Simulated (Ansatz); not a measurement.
Values for one crystal, relaxed and computed with r²SCAN in the plane-wave PAW code Ansatz; other levels are named.

- Volume per atom = 20.17 Å³
- Electronic character = metallic (no gap)
- Formation energy from the elements (no fitted shifts) = -269 meV/atom
- Density of states at the Fermi level = 0.33 states/eV per atom (mean over ±0.08 eV)

Q: Which compound is it?
A) InGa2Au2, P6_3/mmc (In on 2b, Ga on 4f, Au on 4f)
B) YInCu4, F-43m (Y on 4a, In on 4d, Cu on 16e)
C) Gd2In, P6_3/mmc (In on 2c, Gd on 2d, Gd on 2a)
D) Y3Au2, P4/mbm (Au on 4g, Y on 2a, Y on 4h)

A: A, InGa2Au2, P6_3/mmc (In on 2b, Ga on 4f, Au on 4f)

The workflow started from a Materials Project entry (that database holds measured and hypothetical structures alike); the Crystallography Open Database copy checked does not list it. Its standing as an ambient phase is unchecked. The cell was relaxed with r²SCAN under the symmetry of its start; whether a distortion lowers the energy is not shown. The references are the lowest solids computed at this level, not always the standard phases. Scalar-relativistic: spin–orbit coupling is off unless named, which matters more the heavier the elements.

Potentials: the later of the program's two PAW sets.
